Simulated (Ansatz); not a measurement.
FeGe₂ (I4/mcm): electronic heat capacity from the density of states

These are results of DFT r2SCAN, scalar-relativistic, plane waves, PAW (Ansatz), not measurements.

Cutoff 500 eV; k points 10×10×10 on the computed 6-atom cell (Γ-centred); Gaussian smearing, width 0.10 eV; collinear spin from starting moments 2.19 2.19 0 0 0 0 μB.

Relaxed cell: I4/mcm, a = 5.928 Å, b = 5.928 Å, c = 4.909 Å, α = 90.00°, β = 90.00°, γ = 90.00°, 6 atoms in the primitive cell. Whether it is the stable form of this composition wasn't checked.

The density of states at the Fermi level is 2.929 states/eV in the cell of 6 atoms (2 formula units; both spins, tetrahedra on a 15×15×15 mesh). The run ends with a moment of 3.38 μB a cell (largest on a site 1.99 μB), and the figure is for this state; a paramagnetic sample can have a quite different one. Another magnetic order, if the compound takes it, can change N(E_F) and the shape of the cell a good deal.

Question: What Sommerfeld coefficient does this give?

Answer: Per formula unit N(E_F) = 1.464 states/eV. γ = (π²/3) k_B² N(E_F) N_A = 2.357 mJ/(mol K²) per state/eV, so γ = 3.5 mJ/(mol K²), a mole of formula units. This is the bare band result: a measured γ of the same phase and magnetic order is as a rule larger by a factor 1 + λ from phonons and spin fluctuations. N(E_F) at one energy is sensitive to the mesh where the density of states has sharp peaks.

The state reached may not be the lowest one. Only parallel moments were tried here.

Only this magnetic start was tried.

Cost: 1 run of about 5.6 core-minutes, on Arm Neoverse V2 (shared hosts).